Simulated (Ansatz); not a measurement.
# CsCrI$_{3}$ in Ansatz, settings compared

Run with:

```bash
ansatz run input.yaml --threads 1 --pin off --max-ram 2560MiB --backend cpu --events-out ev --progress --plain --runs-dir out
```

The input file (Ansatz 0.2.0, plane waves):

```yaml
crystal:
  lattice:
    - [4.057349, 7.027534, 0.0]
    - [-4.057349, 7.027534, 0.0]
    - [0.0, 0.0, 6.957594]
  atoms:
    - { symbol: I, position: [0.1614, 0.6772, 0.2715] }
    - { symbol: I, position: [0.3228, 0.8386, 0.7715] }
    - { symbol: I, position: [0.1614, 0.1614, 0.2715] }
    - { symbol: I, position: [0.8386, 0.3228, 0.7715] }
    - { symbol: I, position: [0.6772, 0.1614, 0.2715] }
    - { symbol: I, position: [0.8386, 0.8386, 0.7715] }
    - { symbol: Cr, position: [0.0, 0.0, 0.9954] }
    - { symbol: Cr, position: [0.0, 0.0, 0.4954] }
    - { symbol: Cs, position: [0.3333, 0.3334, 0.75] }
    - { symbol: Cs, position: [0.6666, 0.6667, 0.25] }
  symmetry: { tolerance: 0.0003 }
kpoints:
  mp_grid: { grid: [3, 3, 3], shift: [0, 0, 0] }
magnetization:
  spin_polarized: false
scf:
  occupations: { method: fermi_dirac }
hamiltonian:
  pseudopotentials: { kind: paw }
  xc: r2scan
basis:
  ecutwfc: 500
output:
  forces: true
  stress: true
  eigenvalues: true
```

Origin of the cell: a known structure type with other elements, at an estimated volume, so it need not be a known compound.

The smearing width isn't typed, so it takes its default of 0.1 eV.

Output of this run (shortened):

```
Warning: the atoms were moved onto the symmetric positions of the space group found under crystal.symmetry.tolerance 3.0e-4 (fractional; no operation is sought that the atoms, as they stand i […]
Pseudopotentials: kind: paw
Pseudopotential: I, paw, valence charge 17, recommended cutoff 500 eV (meta_gga), I.paw.azcp
Pseudopotential: Cr, paw, valence charge 14, recommended cutoff 500 eV (meta_gga), Cr.paw.azcp
Pseudopotential: Cs, paw, valence charge 9, recommended cutoff 500 eV (meta_gga), Cs.paw.azcp
Functional definition: r2SCAN
  exchange = r2scan_x(k0 = k0, k1 = k1, a1 = a1)
  correlation = r2scan_c
Crystal: 10 atoms, lattice volume = 396.766 Å³
Basis set: ecut = 500 eV, 10099 PW (Γ), exchange–correlation on 240×240×216 points (64 copies of the dense FFT grid, shifted against one another)
Bands: 89, of which v1, the nominal top of the filled ones, is band 74 counted from 1 (73 counted from 0)
[… 12 lines left out …]
Initial density: superposition of atomic densities (neutral atoms: chi_scale 0, normalization atom), corrected by the library's trained network
Functional: x = r2scan, c = r2scan; τ floored in thin density (d = 2e-4 eV/Å³)
SCF iter   1: F=—  HF=-63310.957737 eV  Δρ=7.97e-3  dr2=3.30e-1  dr2_τ=1.13e-1  defer=8
SCF iter   2: F=—  HF=-63311.090980 eV  Δρ=5.40e-3  dr2=6.03e-2  dr2_τ=3.27e-3  defer=17
SCF iter   3: F=—  HF=-63311.083279 eV  Δρ=3.75e-3  dr2=3.99e-2  dr2_τ=2.09e-3  defer=17
SCF iter   4: F=—  HF=-63311.076915 eV  Δρ=1.47e-3  dr2=1.05e-2  dr2_τ=3.02e-4  defer=17
SCF iter   5: F=—  HF=-63311.075989 eV  Δρ=5.10e-4  dr2=1.00e-3  dr2_τ=2.45e-5  defer=17
SCF iter   6: F=—  HF=-63311.075939 eV  Δρ=1.58e-4  dr2=1.59e-4  dr2_τ=3.86e-6  defer=17
SCF iter   7: F=—  HF=-63311.075931 eV  Δρ=6.05e-5  dr2=1.60e-5  dr2_τ=3.37e-7  defer=17
SCF iter   8: F=—  HF=-63311.076098 eV  Δρ=1.85e-5  dr2=1.67e-6  dr2_τ=3.71e-8  defer=17
SCF iter   9: F=—  HF=-63311.076099 eV  Δρ=1.07e-5  dr2=4.00e-7  dr2_τ=1.20e-8  defer=17
SCF iter  10: F=-63311.076099 eV  HF=-63311.076099 eV  Δρ=2.99e-6  dr2=2.04e-8  dr2_τ=1.31e-9
SCF 1 converged in 10 iterations: F = -63311.076099 eV  dr2 = 2.04e-8
SCF converged after 10 iterations
Free energy (F): -63311.076099 eV
Harris-Foulkes:  -63311.076099 eV  (|F-HF|=9.75e-10)
Internal energy: -63310.614405 eV  (E = F + TS)
E sigma→0 (E₀):  -63310.845252 eV
Entropy (-TS):   -0.461693 eV (-46.169 meV/atom)
Fermi energy:    6.524956 eV
--- Per-component energies (eV) ---
  E_band       = -3143.750221
  E_kinetic    = 2097.149516
  E_local      = -19880.193762  (includes V_loc(G=0)·N_el)
  E_nonlocal   = -316.677085
  E_hartree    = 9740.449502
  E_xc         = -1318.736085
  E_vxc        = -1502.445827  (∫ρ·V_xc dr)
  E_paw        = -41630.969060  (= ΣΔE_a)
  E_vpaw       = -3109.091780  (= ΣTr[D̂ρ^β])
  E_aug_tail   = 0.000261  (compensation charges beyond the density's cutoff)
  E_vtau       = 86.610973  (kinetic-family band-sum trace: ∫τ·v_τ [+ j·A + Jᵃ·Aᵃ] dr)
  E_ewald      = -12001.631114
  E_core_change = -0.006578  (= ΣΔE_core)
  E_smearing   = -0.461693  (= −TS)
  Σ components = -63311.076099   (vs F -63311.076099, Δ=0.00e0)
--- Forces (eV/Å), atoms counted from 1 ---
  atom   1  I     -0.514602     0.297106    -0.192112
[… 4 lines left out …]
  atom   6  I     -0.000000     0.594212    -0.192112
  atom   7  Cr    -0.000000     0.000000     0.534943
  atom   8  Cr    -0.000000     0.000000     0.534943
  atom   9  Cs    -0.000000     0.000000     0.041595
  atom  10  Cs    -0.000000    -0.000000     0.041595
  max |Σ_I F_I| component: 4.03e-4 eV/Å
--- Stress (GPa, compression-positive) ---
       -1.425524      -0.000000       0.000000
       -0.000000      -1.425524      -0.000000
        0.000000      -0.000000      -3.244162
  P = ⅓ Tr σ = -2.0317 GPa (-20.317 kbar)
```

The same input was run again with these changes:

1. `scf.eigensolver.kind` default → davidson; `basis.precision` default → f64
2. `scf.convergence.dr2_threshold` default → 1.0e-11
3. `scf.occupations.method` fermi_dirac → tetrahedron_uncorrected; `hamiltonian.pseudopotentials` { kind: paw } → { kind: nc }
4. `scf.n_extra_bands` default → 4; `scf.convergence.dr2_threshold` default → 1.0e-05

```csv
run,end,SCF iterations,P (GPa),max force component (eV/Å),gap on mesh (eV),moment (μB),ΔE(σ→0) (meV/atom)
base,converged,10,-2.03,0.594,none,–,0
1,converged,11,-2.03,0.594,none,–,0.00
2,converged,13,-2.03,0.594,none,–,0.00
3,converged,14,-4.86,1.261,none,–,–
4,converged,8,-2.03,0.594,none,–,0.00
```

Energies are compared only where functional, datasets, charge and starting cell are the same.

Caveats of the base run: no spin polarisation, so a magnetic state may lie lower; no spin-orbit coupling, though heavy elements are present; the k mesh is coarse if the cell is a metal.

Run 3: the cutoff lies below the datasets' advice.
Run 4: the SCF threshold is loose for forces.

The base run took 26 s of wall time on 1 CPU thread(s) of a shared host, from the program's own first density.
